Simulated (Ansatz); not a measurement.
This TiB₆ structure is the end of a relaxation. The cell was found from a structure generator's guess, not taken from experiment.

The calculation used DFT PBE+D3(BJ), scalar-relativistic, plane waves, PAW in Ansatz. Cutoff 420 eV, Γ-centred mesh, Gaussian smearing, no spin polarisation.

```xyz
7
Lattice="5.3919 0.0000 0.0000 -2.6960 4.6696 0.0000 0.0000 0.0000 2.5242" Properties=species:S:1:pos:R:3 pbc="T T T"
Ti    0.0000    0.0000    1.2621
B     0.9362    1.6216    0.0000
B    -1.7597    3.0480    0.0000
B     3.5195    0.0000    0.0000
B    -0.9362    1.6216    0.0000
B     1.7597    3.0480    0.0000
B     1.8724    0.0000    0.0000
```

Energies over the elements count from the elements' standard structures at the same level, with no fitted energy shifts.

Q: What space group does it have?

A: P6/mmm (No. 191). Conventional cell: a = 5.392 Å, c = 2.524 Å. Around Ti lie 12 B at 2.26 Å and 2 Ti at 2.52 Å; B has 1 B at 1.65 Å, 2 B at 1.87 Å and 2 Ti at 2.26 Å.

Q: How far does it lie from the elements in energy?

A: +0.35 eV/atom. The separate elements lie lower, so it is unstable against them.

Q: Is it a metal?

A: Yes, bands cross the Fermi level on the 9×9×14 mesh.

The last run used a 9×9×14 mesh (in the run's order of axes) for its 7-atom cell and Gaussian smearing of 0.10 eV. Symmetry constrained the relaxation, so the result can be a saddle point.
